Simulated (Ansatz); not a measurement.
**Gd (P-3m1): couplings from the magnetic force theorem**

The geometry is a structure from the Materials Project, held fixed and not relaxed.

Settings: PBE, 8×8×3 k mesh, Fermi–Dirac smearing of 0.1 eV. PAW means Ansatz 0.2.0 on its default frozen-core files. Site moments are integrated in spheres about the atoms.

The input and its command:

```yaml
crystal:
  lattice:
    - [3.6555206459, 0.0, 0.0]
    - [-1.827760323, 3.1657737434, 0.0]
    - [0.0, 0.0, 11.77960696]
  atoms:
    - { symbol: Gd, position: [0.0, 0.0, 0.0], spin: 7.2 }
    - { symbol: Gd, position: [0.0, 0.0, 0.5], spin: 7.2 }
    - { symbol: Gd, position: [0.3333333333, 0.6666666667, 0.24808348], spin: -7.2 }
    - { symbol: Gd, position: [0.6666666667, 0.3333333333, 0.75191652], spin: -7.2 }
magnetization:
  spin_polarized: true
kpoints:
  mp_grid: { grid: [8, 8, 3] }
scf:
  occupations: { method: fermi_dirac, width: 0.1 }
  lower_state_search: "off"
hamiltonian:
  xc: pbe
  pseudopotentials: { kind: paw }
output:
  eigenvalues: false
  eigenstates:
    nscf_kmesh: { grid: [8, 8, 3] }
    top_band: c88
    exchange_couplings: { magnetic: [{ species: Gd }] }
```

Command: `ansatz run input.yaml --threads 2 --pin off --max-ram 6144MiB --backend cpu --events-out ev --progress --plain --runs-dir out`

Site moments (μB): Gd1 7.20, Gd2 7.21, Gd3 -7.22, Gd4 -7.22. Cell moment -0.06 μB.

Couplings come from the force theorem (directions of the magnetic atoms constrained, all else relaxed) on a 8×8×3 mesh, with E = −Σ J e_i·e_j over ordered pairs of unit vectors, so positive J favours parallel moments.

| pair | count | J PAW (meV) |
| --- | --- | --- |
| Gd1–Gd at 3.60 Å | 6 | -1.58 |
| Gd3–Gd at 3.60 Å | 3 | -1.58 |
| Gd2–Gd at 3.64 Å | 6 | -1.58 |
| Gd3–Gd at 3.64 Å | 3 | -1.58 |
| Gd1–Gd at 3.66 Å | 6 | -1.19 |
| Gd2–Gd at 3.66 Å | 6 | -1.05 |
| Gd3–Gd at 3.66 Å | 6 | -0.13 |
| Gd1–Gd at 5.13 Å | 6 | -0.57 |
| Gd3–Gd at 5.13 Å | 3 | -0.57 |
| Gd2–Gd at 5.16 Å | 6 | -0.52 |
| Gd3–Gd at 5.16 Å | 3 | -0.52 |
| Gd1–Gd at 5.89 Å | 2 | -0.16 |

The program reports that this state isn't the lowest of its own couplings. The gain of the softest rotation is smaller than what its band sum leaves out of a whole turn, though, so more bands could change its sign.

The couplings come from one mesh, and their convergence in k wasn't tested.

Without U a semilocal functional puts the f levels too near the Fermi level, which can change moments and the order of magnetic states; site and cell moments are spin moments. The Ansatz runs typed with the search for lower states off end where their start leads. Spin–orbit coupling is left out although heavy atoms are present. With open f shells a run can end in a state that isn't the lowest. None of this fixes the real material's magnetic order: only patterns that fit the cell were computed, at zero temperature, with a functional that can overstate moments.
